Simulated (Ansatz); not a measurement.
# Ta$_{2}$O$_{5}$: a fit and a missing row

Ta$_{2}$O$_{5}$, Pmmm, a = 3.670 Å, b = 3.859 Å, c = 6.433 Å. The structure is a COD entry; whether it is the stable form wasn't checked. Ansatz: PBEsol, PAW, 420 eV, Γ-centred 10×10×6 mesh on 7 atoms, Gaussian smearing 0.02 eV; no spin polarisation. Shape and atoms are relaxed at each volume; pressure is positive in compression.

```tsv
V (Å³/atom)	P (GPa)
11.454	35.51
11.845	24.27
12.235	14.79
12.626	6.80
13.016	0.00
13.407	-5.74
13.797	-10.53
14.318	?
```

Question: Take V0 = 13.016 Å³/atom, fit the third-order Birch–Murnaghan form to the other rows, and predict the missing pressure.

Answer: With the Eulerian strain f = ½[(V0/V)^(2/3) − 1] and y = P/[3f(1 + 2f)^(5/2)], the form is the line y = B0 + 1.5 B0 (B0′ − 4) f. Rows (f, y): 0.04448, 215.0; 0.03243, 213.2; 0.02106, 211.2; 0.01024, 210.4; -0.00977, 205.7; -0.01905, 203.0. Means f = 0.01323, y = 209.75; Σ(Δf)² = 0.002986, ΣΔfΔy = 0.5508; the slope is their ratio. y = 207.3 + 184.4 f GPa, so B0 = 207.3 GPa and B0′ = 4 + 2 × (184.4)/(3 × 207.3) = 4.59. At V = 14.318, f = -0.03079, y = 201.62 and P = -15.89 GPa. The run gave -15.64 GPa, so the fit is 0.25 GPa too low, 0.49 % of the span of the series, against an rms of 0.04 GPa on the fitted rows. The row lies outside the fitted range. The points of y bend away from a line: a fourth-order term fitted to them gives P = -15.75 GPa at this row's volume (the line -15.89, the run -15.64).

Spin–orbit coupling is left out, which can shift energies with elements as heavy as these.